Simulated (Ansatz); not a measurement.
ZnSe:
```yaml
crystal:
  lattice:
    - [0.00000, 2.83264, 2.83264]
    - [2.83264, 0.00000, 2.83264]
    - [2.83264, 2.83264, 0.00000]
  atoms:
    - { symbol: Se, position: [0.75000, 0.75000, 0.75000] }
    - { symbol: Zn, position: [0.00000, 0.00000, 0.00000] }
```

r²SCAN in the plane-wave PAW code Ansatz gives a gap of 1.87 eV without spin–orbit coupling, maximum at Γ, minimum at Γ.

What happens when spin–orbit coupling is switched on?

The gap decreases by 0.12 eV, to 1.75 eV; maximum at Γ, minimum at Γ.

How large is the spin–orbit splitting of the valence top at Γ?

The fourfold level lies 0.37 eV above the split-off pair.

Give the electron effective mass with spin–orbit coupling.

0.12 mₑ (isotropic).

Space group F-43m (zinc blende). Symmetry was held in the r²SCAN relaxation; phonons on a q-mesh show no instability.

Potentials: the later of the program's two PAW sets.
